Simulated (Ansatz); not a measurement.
Cr$_{3}$Ge (A15 (Cr3Si type), Pm-3n) at seven volumes, r²SCAN in the plane-wave PAW code Ansatz, scaled uniformly. One row is withheld.

```csv
V (Å³/atom),P (GPa)
10.692,28.89
11.044,17.68
11.397,8.12
11.749,-0.03
12.102,-6.97
12.454,-12.88
12.807,?
```

### Question
Fit the shown pressures and predict the withheld one.

### Answer
P = (3/2)B₀(x^(7/2) − x^(5/2))[1 + (3/4)(B′ − 4)(x − 1)] with x = (V₀/V)^(2/3). Least squares on the six rows gives V₀ = 11.748 Å³/atom, B₀ = 250 GPa, B′ = 4.30. At V = 12.807, x = 0.9441 and P = -17.93 GPa. The run itself gave -17.92 GPa.

The first step of the workflow began from a Materials Project structure, measured or hypothetical; the Crystallography Open Database copy checked does not list it. Whether it is the stable phase at ambient conditions was not checked. The r²SCAN relaxation kept the symmetry of its start; whether a distortion lowers the energy is not shown. The run is not spin-polarised.

Potentials: the later of the program's two PAW sets.
